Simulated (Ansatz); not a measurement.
MgS (rock salt)

```yaml
crystal:
  lattice:
    - [0.00000, 2.60155, 2.60155]
    - [2.60155, 0.00000, 2.60155]
    - [2.60155, 2.60155, 0.00000]
  atoms:
    - { symbol: S, position: [0.00000, 0.00000, 0.00000] }
    - { symbol: Mg, position: [0.50000, 0.50000, 0.50000] }
```

The slice is a {111} plane (indices of the conventional cell) through the point (0.000, 0.000, 0.000) (fractional), spanned by u = [100] and v = [-1 2 0] in vectors of this cell: u (3.68 Å) and v (6.37 Å, at 90° to u). It covers one period; positions are fractions (u, v).

All values below come from r2SCAN (plane waves to 500 eV, PAW, scalar-relativistic; Ansatz, a first-principles code). k mesh 11×11×11. Inside the PAW spheres the values are not all-electron values, and peaks at nuclei hang on which shells count as valence. MgS was relaxed with its symmetry unable to fall.

Task: Predict the map of the valence electron density on the slice.

Result: 
```tsv
v \ u	0.00	0.12	0.25	0.38	0.50	0.62	0.75	0.88
0.86	-0.2	-0.3	-0.6	-1.0	-1.3	-1.0	-0.6	-0.3
0.71	-1.2	-1.1	-1.0	-0.8	-0.7	-0.8	-1.0	-1.1
0.57	-1.1	-0.8	-0.3	0.0	0.0	0.0	-0.3	-0.8
0.43	-1.1	-0.8	-0.3	0.0	0.0	0.0	-0.3	-0.8
0.29	-1.2	-1.1	-1.0	-0.8	-0.7	-0.8	-1.0	-1.1
0.14	-0.2	-0.3	-0.6	-1.0	-1.3	-1.0	-0.6	-0.3
0.00	-3.0	0.0	-0.2	-0.7	-1.1	-0.7	-0.2	0.0
```

Values: log₁₀ of the valence density in e/Å³. The scale is logarithmic, as a density can span decades between atoms and voids; values under 0.001 e/Å³ are set to 0.001.
